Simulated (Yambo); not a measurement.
A G0W0@PBEsol run in Yambo for LuIO (space group P4/nmm, No. 129) (4×4×1 Γ-centred k mesh, bands 3 to 212 and a 7 Ry block in the screening, 212 bands in G with the Bruneval-Gonze terminator, plasmon pole fitted at 27.2 eV) gives these matrix elements, in eV, at the band edges ((0, 0.25, 0) → M):

| state | E0 | <Vxc> | <Σx> | <Σc(E0)> | Z |
|---|---|---|---|---|---|
| valence edge | 0.000 | -12.577 | -15.291 | 1.636 | 0.815 |
| conduction edge | 3.204 | -10.471 | -6.572 | -3.447 | 0.828 |

Q: Solve the linearised quasiparticle equation for both states, give the gap, and say how exchange and correlation each act on it.

A: E = E0 + Z(Σx + Σc − Vxc). Valence: 0.000 + 0.815 × (-15.291 + (1.636) − (-12.577)) = -0.88 eV. Conduction: 3.204 + 0.828 × (-6.572 + (-3.447) − (-10.471)) = 3.58 eV. The gap is 4.46 eV, against 3.20 eV in PBEsol. Replacing Vxc by bare exchange alone would open it by 6.61 eV; correlation takes back 5.08 eV of that, and Z scales what is left. Nearest settings tried, and what they do to the gap: 107 bands in W: -9 meV; 2 Ry block (55 vectors against 283): -475 meV. Not varied: bands in G, mesh. So the settings aren't converged at that level. The k mesh is coarse. Without spin-orbit coupling, band edges of such heavy elements can be off by tenths of an eV. The 4f states are in the valence at their DFT position.

Geometry relaxed with PBE+D3(BJ); primitive cell a = b = 3.8436 Å, c = 9.0845 Å, α = β = γ = 90.00°.
